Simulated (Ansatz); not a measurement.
# How the vibrations of AgPt3 change with volume

The calculation used DFT LDA, scalar-relativistic, plane waves, PAW in Ansatz. Cutoff 420 eV, 12×12×12 k-points (Γ-centred), Fermi-Dirac smearing of 0.15 eV. No spin polarisation. Phonons by linear response, acoustic sum rule imposed.

The cell, relaxed at this level:
```
Ag Pt
1.0
     3.91322    0.00000    0.00000
     0.00000    3.91322    0.00000
     0.00000    0.00000    3.91322
Ag Pt
1 3
Direct
  0.00000 0.00000 0.00000
  0.00000 0.50000 0.50000
  0.50000 0.00000 0.50000
  0.50000 0.50000 0.00000
```

In a metal, frequencies depend on the k mesh and the smearing, soft modes most. Spin–orbit coupling is left out, which can shift energies with elements as heavy as these.

Cells at 0.98 and 1.02 times the equilibrium volume were relaxed in shape and atoms; γ = −d ln ν / d ln V, modes matched by rank.

(1) Give the optical frequencies at Γ (cm⁻¹) at the three volumes and the mode Grüneisen parameters.

(2) What pressures hold the two strained cells, and what bulk modulus follows?

## Answers

(1)
| 0.98 V | V | 1.02 V | γ | degeneracy |
| --- | --- | --- | --- | --- |
| 131 | 125 | 119 | 2.45 | 3 |
| 142 | 134 | 126 | 2.87 | 3 |
| 219 | 209 | 199 | 2.46 | 3 |

(2) 5.50 GPa at 0.98 V and -4.84 GPa at 1.02 V, so B = −dP/d ln V ≈ 259 GPa.